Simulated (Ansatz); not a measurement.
LiTaO3:
```xyz
5
Lattice="3.8939 0.0000 0.0000 0.0000 3.8939 0.0000 0.0000 0.0000 3.9612" Properties=species:S:1:pos:R:3 pbc="T T T"
Ta     1.9470     1.9470     1.6074
Li     0.0000     0.0000     0.6284
O      1.9470     1.9470     3.4329
O      1.9470     0.0000     1.3367
O      0.0000     1.9470     1.3367
```

Cartesian axes are those of the cell as given.

Problem. Give the high-frequency dielectric tensor and the Born effective charge tensors of the independent atoms from DFPT, the program Ansatz at the LDA level (PAW).

Solution. 
ε∞:
```
4.56  0.00  0.00
0.00  4.56  0.00
0.00  0.00  4.42
```
Z* of atom 1 (Ta), rows: field, columns: displacement, in e:
```
7.60  0.00  0.00
0.00  7.60  0.00
0.00  0.00  6.94
```
Z* of atom 2 (Li), rows: field, columns: displacement, in e:
```
1.10  0.00  0.00
0.00  1.10  0.00
0.00  0.00  0.99
```
Z* of atom 3 (O), rows: field, columns: displacement, in e:
```
-1.29   0.00   0.00
 0.00  -1.29   0.00
 0.00   0.00  -5.34
```
Z* of atom 4 (O), rows: field, columns: displacement, in e:
```
-1.67   0.00   0.00
 0.00  -5.74   0.00
 0.00   0.00  -1.30
```

Space group P4mm. The start of the workflow was typed in or built on a structure type; neither database checked (COD, Materials Project) lists it. It is not the phase usual at ambient conditions (space group No. 161). The LDA relaxation kept the symmetry of its start. At this level the phase is dynamically unstable (imaginary phonons). No spin polarisation was allowed. Spin–orbit coupling is left out wherever it is not named.

Potentials: the later of the program's two PAW sets.
